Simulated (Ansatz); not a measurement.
BaHg:
```xyz
2
Lattice="4.1651 0.0000 0.0000 0.0000 4.1651 0.0000 0.0000 0.0000 4.1651" Properties=species:S:1:pos:R:3 pbc="T T T"
Ba     0.0000     0.0000     0.0000
Hg     2.0826     2.0826     2.0826
```

Relaxed with r²SCAN. Special points in fractions of this cell's reciprocal vectors: Γ (0.000, 0.000, 0.000); X (0.000, 0.500, 0.000); M (0.500, 0.500, 0.000); R (0.500, 0.500, 0.500).

Q: List the band energies nearest the Fermi level at these points for DFT-r²SCAN in the program Ansatz with PAW potentials.

A: In eV from the Fermi level; about four levels below and three above (degenerate sets whole), none deeper than 8.9 eV; points with the same levels are listed once.

```tsv
k	below	above
Γ	-7.42 -7.42 -7.42 -6.45	1.04 1.04 3.82 3.82 3.82
X	-7.40 -7.38 -4.58 -1.91	1.21 1.72 1.72
M	-7.53 -7.53 -7.22 -4.73	0.57 0.57 1.54
R	-3.23 -1.26 -1.26 -1.26	6.03 6.03 6.03
```

Space group Pm-3m (CsCl type). The first step of the workflow began from a Materials Project structure, measured or hypothetical; the Crystallography Open Database copy checked does not list it. With Ba and Hg taken as one species the cell has the higher symmetry Im-3m, so it may be an ordered model of a mixed-site phase. Its standing as an ambient phase is unchecked. The r²SCAN relaxation kept the symmetry of its start; its stability against distortions is not shown here. Scalar-relativistic: spin–orbit coupling is off unless named, which matters more the heavier the elements.

Potentials: the later of the program's two PAW sets.
